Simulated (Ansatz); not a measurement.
CsPbCl₃:
```
CELL_PARAMETERS angstrom
      5.73310     0.00000     0.00000
      0.00000     5.73310     0.00000
      0.00000     0.00000     5.73310
ATOMIC_POSITIONS crystal
  Pb 0.50000 0.50000 0.50000
  Cl 0.00000 0.50000 0.50000
  Cl 0.50000 0.00000 0.50000
  Cl 0.50000 0.50000 0.00000
  Cs 0.00000 0.00000 0.00000
```

Relaxed with PBE. Special points in fractions of this cell's reciprocal vectors: Γ (0.000, 0.000, 0.000); X (0.000, 0.500, 0.000); M (0.500, 0.500, 0.000); R (0.500, 0.500, 0.500).

Q: List the band energies nearest the valence-band maximum at these points for the program Ansatz at the PBE level (PAW).

A: In eV from the valence-band maximum; about four levels below and three above (degenerate sets whole), none deeper than 8.9 eV; points with the same levels are listed once.

| k | below | above |
|---|---|---|
| Γ | -2.13 -2.13 -2.13 -2.05 -2.05 -2.05 | 3.66 4.74 4.74 |
| X | -2.23 -2.23 -2.23 -2.14 -2.14 -1.44 | 3.14 4.98 5.39 5.39 |
| M | -2.29 -2.29 -1.76 -0.70 | 2.71 2.71 5.03 |
| R | -1.76 -1.76 -1.76 0.00 | 2.21 2.21 2.21 |

Space group Pm-3m (cubic perovskite). This is a known high-temperature phase of the composition, computed here at zero pressure and temperature. Symmetry was held in the PBE relaxation; phonons on a q-mesh show weakly imaginary modes. Scalar-relativistic: spin–orbit coupling is off unless named, which matters more the heavier the elements.

Potentials: the later of the program's two PAW sets.
